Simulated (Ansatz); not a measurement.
Zone-centre phonons of BeBPd3: input and output

Computed with DFT PBE, scalar-relativistic, plane waves, PAW in Ansatz.

It can be run as:
```bash
ansatz run input.yaml --threads 1 --pin off --backend cpu --events-out ev --progress --plain --runs-dir out  # memory cap (--max-ram) not shown
```

Input (bare energies are in eV):
```yaml
crystal:
  lattice:
    - [4.0908081487, 0.0, 0.0]
    - [0.0, 4.0908081487, 0.0]
    - [0.0, 0.0, 4.0908081487]
  atoms:
    - { symbol: Be, position: [0.5, 0.5, 0.5] }
    - { symbol: B, position: [0.0, 0.0, 0.0] }
    - { symbol: Pd, position: [0.5, 0.0, 0.0] }
    - { symbol: Pd, position: [0.0, 0.5, 0.0] }
    - { symbol: Pd, position: [0.0, 0.0, 0.5] }
basis:
  ecutwfc: 420
kpoints:
  mp_grid: { grid: [10, 10, 10] }
hamiltonian:
  xc: pbe
scf:
  occupations: { method: fermi_dirac, width: 0.15 }
output:
  eigenvalues: true
phonons:
  method: dfpt
  eigenvectors: true
```

The end of the output:
```
--- Phonons (Γ-DFPT): 4 representative perturbations + reference, on 216 of 1000 k-points (Σ response iterations 13) ---
  k mesh reduced under 8 symmetry operations, with k and −k counted as one. Each operation leaves every solved displacement unchanged or reverses it
  ASR residual: 1.651e-4 → 0.000e0 eV/Å²; symmetrization residual: 3.689e-6 eV/Å²
  ASR residual per site (eV/Å²): 1.65e-4 2.04e-5 1.15e-4 1.15e-4 1.15e-4
  Γ frequencies (cm⁻¹): -148.25 -148.25 -148.25 0.00 0.00 0.00 66.85 66.85 66.85 122.91 122.91 122.91 520.34 520.34 520.34
  non-analytic LO–TO correction: not included (Born effective charges unavailable; polar crystals: no LO–TO splitting at Γ)
```

Its imaginary modes show that this cell, built by swapping an element in a database structure, isn't a minimum of the energy. In a metal, frequencies and elastic constants depend on the k mesh and the smearing, soft modes and shear constants most.

Negative frequencies stand for imaginary ones: the cell is unstable against these modes.